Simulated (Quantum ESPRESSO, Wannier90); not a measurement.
Wannierisation of BaNaH₆Ir (F-43m)

```
begin unit_cell_cart
ang
    0.0000000000    3.9225500000    3.9225500000
    3.9225500000    0.0000000000    3.9225500000
    3.9225500000    3.9225500000    0.0000000000
end unit_cell_cart
begin atoms_frac
Na  -0.2500000000 -0.2500000000 -0.2500000000
Ba   0.2500000000  0.2500000000  0.2500000000
H   -0.2150300000  0.2150300000  0.2150300000
H   -0.2150300000 -0.2150300000  0.2150300000
H    0.2150300000 -0.2150300000 -0.2150300000
H    0.2150300000  0.2150300000 -0.2150300000
H    0.2150300000 -0.2150300000  0.2150300000
H   -0.2150300000  0.2150300000 -0.2150300000
Ir   0.0000000000  0.0000000000  0.0000000000
end atoms_frac
```

Structure: Materials Project mp-1182061, symmetrised, not relaxed again. Not found in the COD (Crystallography Open Database) copy used; not checked further. Method: LDA plane waves in Quantum ESPRESSO 7.5 (PseudoDojo norm-conserving files, 71 Ry, no spin polarisation, no spin-orbit coupling), Bloch states on a 4×4×4 mesh through Γ, Wannier90 4.0.1. Density: 8×8×8 mesh, cold smearing 0.01 Ry. Spin-orbit coupling is left out although heavy elements are present.

Bands 19-21 form an isolated set from -0.33 to 0.00 eV relative to the valence-band maximum (on the path) and are turned into 3 Wannier functions by minimising the spread from the start: SCDM (isolated).

Problem. Where do the functions sit, how wide are they and what are they made of?

Solution. 
```
functions  spread (Å²)  nearest atom, distance (Å)  second atom, distance (Å)  weight on atomic waves
---------  -----------  --------------------------  -------------------------  ----------------------
3                 2.43                     Ir 0.11                     H 1.60              Ir 5d 91 %
```

Ω_I = 7.19 Å², Ω_total = 7.28 Å²; the interpolated bands follow pw.x to 7.5 meV rms on the path. Only this start was tried; a symmetric start can stop on a saddle, and mixtures of these functions could lower the total by at most Ω_total − Ω_I.
